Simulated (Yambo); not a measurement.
A BSE run in Yambo for Ba₂RuH₆ (space group Fm-3m, No. 225) (LDA bands; 6×6×6 mesh, 6 valence and 9 conduction bands, static screening with 69 bands and a 3 Ry block, scissor 1.04 eV, Tamm-Dancoff; field along x) gives:

| state | energy (eV) | states within 2 meV | relative strength | class |
|---|---|---|---|---|
| 1 | 2.09 | 3 | < 0.01 | dark |
| 2 | 2.38 | 3 | < 0.01 | dark |
| 3 | 2.60 | 2 | < 0.01 | dark |
| 4 | 2.62 | 1 | < 0.01 | dark |
| 5 | 2.63 | 3 | < 0.01 | dark |

Task: What changes when the window shrinks to 6 valence and 3 conduction bands?

Result: The lowest state goes from 2.088 eV to 2.142 eV, and its distance below the direct gap from 0.863 eV to 0.810 eV. These are vertical excitations (zero momentum); the indirect quasiparticle gap, about 2.69 eV, is smaller than the direct one (2.95 eV on the GW mesh). The scissor comes from a G0W0 run whose convergence isn't established.

Spin-orbit coupling is not included.

Geometry of the Materials Project entry, not relaxed at this level; primitive cell a = 5.7044 Å, b = 5.7044 Å, c = 5.7044 Å, α = 60.00°, β = 60.00°, γ = 60.00°.

The structure is a Materials Project entry; no match was found in the copy of COD used, and its stability was not checked.
